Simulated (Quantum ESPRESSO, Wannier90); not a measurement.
# Wannierisation of RbBr (CsCl type)

```xyz
2
Lattice="4.1261 0.0000 0.0000 0.0000 4.1261 0.0000 0.0000 0.0000 4.1261" Properties=species:S:1:pos:R:3 pbc="T T T"
Rb     0.0000     0.0000     0.0000
Br     2.0630     2.0630     2.0630
```

Cell from Materials Project (mp-23303), symmetrised, no further relaxation. Not found in the COD (Crystallography Open Database) copy used, which has the formula in other groups; not checked further. Computed values, not measurements, from LDA: Quantum ESPRESSO (norm-conserving PseudoDojo potentials, cutoff 36 Ry, no spin polarisation, no spin-orbit coupling) on a Γ-centred 8×8×8 mesh, then Wannier90. Density: 8×8×8 mesh, cold smearing 0.01 Ry. Spin-orbit coupling, left out, would split the p-like bands by a few tenths of an eV.

Bands 2,6-8 form an isolated set from -12.70 to 0.00 eV relative to the valence-band maximum (on the path) and are turned into 4 Wannier functions by minimising the spread from the start: s functions at random places. Bands 3–5 (Rb 4p 98 %) lie between the kept ones and are excluded.

Question: Where do the functions sit, how wide are they and what are they made of?

Answer: 
```tsv
functions	spread (Å²)	nearest atom, distance (Å)	second atom, distance (Å)	weight on atomic waves
4	1.56	Br 0.47	Rb 3.19	Br 4p 71 %, Br 4s 24 %
```

Ω_I = 5.35 Å², Ω_total = 6.23 Å²; the interpolated bands follow pw.x to 0.3 meV rms on the path. It is the lowest total spread that any start reached here.
